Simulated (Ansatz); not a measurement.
LaScO₃:
```cif
data_La4O12Sc4
_chemical_formula_sum 'La4 O12 Sc4'
_space_group_name_H-M_alt 'Pnma'
_space_group_IT_number 62
_space_group_name_Hall '-P 2ac 2n'
_cell_length_a 5.83529
_cell_length_b 8.14342
_cell_length_c 5.69791
_cell_angle_alpha 90.000
_cell_angle_beta 90.000
_cell_angle_gamma 90.000
loop_
_space_group_symop_operation_xyz
  'x, y, z'
  '-x, -y, -z'
  '-x+1/2, -y, z+1/2'
  'x+1/2, y, -z+1/2'
  'x+1/2, -y+1/2, -z+1/2'
  '-x+1/2, y+1/2, z+1/2'
  '-x, y+1/2, -z'
  'x, -y+1/2, z'
loop_
_atom_site_label
_atom_site_type_symbol
_atom_site_symmetry_multiplicity
_atom_site_Wyckoff_symbol
_atom_site_fract_x
_atom_site_fract_y
_atom_site_fract_z
_atom_site_occupancy
La1 La 4 c 0.45425 0.25000 0.48816 1
O1 O 8 d 0.20333 0.05384 0.20352 1
Sc1 Sc 4 b 0.00000 0.00000 0.50000 1
O2 O 4 c 0.03504 0.25000 0.60112 1
```

Relaxed with PBE. Plane-wave PAW PBE (Ansatz code) gives a gap of 3.92 eV.

What gap does HSE06 give on the same cell (Ansatz, PAW)?

5.83 eV, 1.91 eV more. The hybrid was solved on a coarser mesh and at special points; the gap given is the minimum over both.

```json
[
 {"k": "Γ", "v1 PBE": "0.00", "c1 PBE": "3.92", "v1 HSE06": "0.00", "c1 HSE06": "5.83"},
 {"k": "X", "v1 PBE": "-0.08", "c1 PBE": "4.45", "v1 HSE06": "?", "c1 HSE06": "?"},
 {"k": "Z", "v1 PBE": "-0.11", "c1 PBE": "4.35", "v1 HSE06": "-0.10", "c1 HSE06": "6.28"},
 {"k": "U", "v1 PBE": "-0.24", "c1 PBE": "4.17", "v1 HSE06": "-0.28", "c1 HSE06": "6.20"},
 {"k": "Y", "v1 PBE": "-0.17", "c1 PBE": "4.22", "v1 HSE06": "?", "c1 HSE06": "?"},
 {"k": "S", "v1 PBE": "-0.23", "c1 PBE": "4.55", "v1 HSE06": "?", "c1 HSE06": "?"},
 {"k": "T", "v1 PBE": "-0.14", "c1 PBE": "4.46", "v1 HSE06": "-0.13", "c1 HSE06": "6.28"},
 {"k": "R", "v1 PBE": "-0.24", "c1 PBE": "4.40", "v1 HSE06": "?", "c1 HSE06": "?"}
]
```

Top valence (v1) and lowest conduction level (c1) in eV from each method's valence maximum (which need not be a listed point): supply the withheld HSE06 values.


- Y, v1 HSE06: -0.18
- Y, c1 HSE06: 6.21
- X, v1 HSE06: -0.08
- X, c1 HSE06: 6.50
- R, v1 HSE06: -0.24
- R, c1 HSE06: 6.45
- S, v1 HSE06: -0.23
- S, c1 HSE06: 6.52

Cost on shared cores: the PBE run (SCF on a 5×4×5 mesh, then bands and DOS) around 8 core-minutes (rough), the HSE06 run (SCF on 3×2×3, then a few points) roughly 19 core-minutes; the tasks are unlike.

Symmetry was held in the PBE relaxation. The run is not spin-polarised. Scalar-relativistic: spin–orbit coupling is off unless named, which matters more the heavier the elements.

Potentials: the later of the program's two PAW sets.
